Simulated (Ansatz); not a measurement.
Given:

WC:
```cif
data_CW
_chemical_formula_sum 'W1 C1'
_space_group_name_H-M_alt 'P 1'
_space_group_IT_number 1
_cell_length_a 3.29567
_cell_length_b 3.29567
_cell_length_c 3.29567
_cell_angle_alpha 60.000
_cell_angle_beta 60.000
_cell_angle_gamma 60.000
loop_
_space_group_symop_operation_xyz
  'x, y, z'
loop_
_atom_site_label
_atom_site_type_symbol
_atom_site_fract_x
_atom_site_fract_y
_atom_site_fract_z
_atom_site_occupancy
W1 W 0.00000 0.00000 0.00000 1
C1 C 0.25000 0.25000 0.25000 1
```

This is the PBEsol-relaxed structure.

Problem. All from the program Ansatz at the PBEsol level (PAW), unless another level is named. Estimate the electronic character.

Solution. metallic (no gap).

Problem. And the density of states at the Fermi level?

Solution. 0.52 states/eV per atom (mean over ±0.08 eV).

Problem. Give the formation energy from the elements (no fitted shifts).

Solution. 0.53 eV/atom.

Problem. Predict the gap with spin–orbit coupling.

Solution. none (metallic).

Space group F-43m (zinc blende). The start of the workflow was typed in or built on a structure type; neither database checked (COD, Materials Project) lists it. It is not the phase usual at ambient conditions (space group No. 187). Symmetry was held in the PBEsol relaxation; whether a distortion lowers the energy is not shown. The run is not spin-polarised. Its formation energy is positive at this level, so the cell may be metastable or incomplete. The references are the lowest solids computed at this level, not always the standard phases. Spin–orbit coupling is left out wherever it is not named.

Potentials: the earlier of the program's two PAW sets. The files were generated under PBE; for other functionals the program regenerates the frozen cores, and for LDA and PBEsol the local potential too.
